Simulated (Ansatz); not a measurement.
Two Ansatz runs on Nb3Pd

The cell is the one relaxed in the Materials Project (mp-1220635), not relaxed further here; entries there can be hypothetical.

First run: DFT, r2SCAN, PAW with Ansatz's default frozen-core files, scalar-relativistic (Ansatz 0.2.0).

Command: `ansatz run input.yaml --threads 1 --pin off --max-ram 4096MiB --backend cpu --events-out ev --progress --plain --runs-dir out` The run took 70 s on 1 thread of Arm Neoverse V2, on a shared host, peak memory 0.74 GiB.

```yaml
crystal:
  lattice:
    - [1.72259245, -2.21736247, 0.0]
    - [1.72259245, 2.21736247, 0.0]
    - [0.0, 0.0, 9.07671397]
  atoms:
    - { symbol: Nb, position: [0.5, 0.5, 0.7602057] }
    - { symbol: Nb, position: [0.0, 0.0, 0.5] }
    - { symbol: Nb, position: [0.5, 0.5, 0.2397943] }
    - { symbol: Pd, position: [0.0, 0.0, 0.0] }
kpoints:
  mp_grid: { grid: [13, 13, 4] }
  band_path:
    path:
      - [0.0, 0.0, 0.0]
      - [-0.5, 0.5, 0.0]
      - [-0.4008800093, 0.5991199907, 0.0]
      - [0.4008800093, 0.4008800093, 0.0]
      - [0.0, 0.0, 0.0]
      - [0.0, 0.0, 0.5]
      - [0.4008800093, 0.4008800093, 0.5]
      - [-0.4008800093, 0.5991199907, 0.5]
      - [-0.5, 0.5, 0.5]
    npoints: 14
scf:
  occupations: { method: fermi_dirac, width: 0.05 }
hamiltonian:
  xc: r2scan
  pseudopotentials: { kind: paw }
output:
  forces: true
  stress: true
  eigenvalues: true
  efg: { contact_densities: true }
  populations: true
  bader: true
  dos: { projected: true, de: 0.2, e_range: [-14, 8] }
  write_density: true
  write_potential: true
  elf: true
  volumetric_format: npy
```

Result: converged; pressure -2.53 GPa; largest force 0.019 eV/Å; 8 SCF iterations.

Spin polarisation is left out, and whether a magnetic state lies lower isn't shown here.

The input is then changed:

```diff
@@ -34,9 +34,4 @@
   efg: { contact_densities: true }
   populations: true
-  bader: true
-  dos: { projected: true, de: 0.2, e_range: [-14, 8] }
-  write_density: true
-  write_potential: true
-  elf: true
-  volumetric_format: npy
+accuracy: high
```

(1) Predict the outcome of the changed run.

Results:

(1) It converged; energy at zero smearing 0.0 meV/atom from the first run; pressure -2.53 GPa; largest force 0.019 eV/Å; 10 SCF iterations.
